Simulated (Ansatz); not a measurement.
C (diamond)

```yaml
crystal:
  lattice:
    - [0.00000, 3.57157, 3.57157]
    - [1.78578, 0.00000, 1.78578]
    - [1.78578, 1.78578, 0.00000]
  atoms:
    - { symbol: C, position: [0.25000, 0.50000, 0.50000] }
    - { symbol: C, position: [0.75000, 0.50000, 0.50000] }
    - { symbol: C, position: [0.37500, 0.75000, 0.75000] }
    - { symbol: C, position: [0.87500, 0.75000, 0.75000] }
```

A phonon eigenvector at L = (0.5, 0.0, 0.0) is frozen into this cell: atom i moves by Q times the vector below, so Q is the largest atomic displacement, in Å. The cell is held. It is one choice among 2 degenerate patterns. (q is in reciprocal vectors of the primitive cell; the cell shown is doubled to hold the pattern.)

```json
[
 {"atom": "C1", "x": "0.285", "y": "-0.520", "z": "0.805"},
 {"atom": "C2", "x": "-0.285", "y": "0.520", "z": "-0.805"},
 {"atom": "C3", "x": "0.285", "y": "-0.520", "z": "0.805"},
 {"atom": "C4", "x": "-0.285", "y": "0.520", "z": "-0.805"}
]
```

Method: PBE (plane waves to 420 eV, PAW, scalar-relativistic; Ansatz, a quantum-chemistry and plane-wave program). k mesh 8×16×16 (Γ-centred), Fermi-Dirac smearing 0.05 eV. E stands for the smeared free energy. C was relaxed with its symmetry unable to fall. ΔE is measured from the undisplaced structure.

| Q (Å) | ΔE (meV/cell) |
|---|---|
| -0.1000 | withheld |
| -0.0833 | 183.4 |
| -0.0667 | 117.3 |
| -0.0500 | 65.9 |
| -0.0333 | 29.3 |
| -0.0167 | 7.3 |
| 0.0000 | 0.0 |
| 0.0167 | 7.3 |
| 0.0333 | 29.3 |
| 0.0500 | 65.9 |
| 0.0667 | 117.3 |
| 0.0833 | 183.4 |
| 0.1000 | withheld |

Task: Fit an even polynomial form (powers 2, 4) to the given rows and predict ΔE at Q = -0.1000.

Result: Least squares on the 11 given rows: ΔE = (26310)·Q² + (17200)·Q⁴, in meV/cell with Q in Å; root-mean-square residual 0.06 meV/cell. At -0.1000 the fit gives 264.8 meV/cell; the calculation gives 264.3 meV/cell, so the extrapolation is off by 0.5 (+0.2 %). The quadratic term alone would give 263.1 meV/cell.

(A displaced cell: forces are minus the slopes of the energy, force constants its curvatures, and phonons follow from these.)
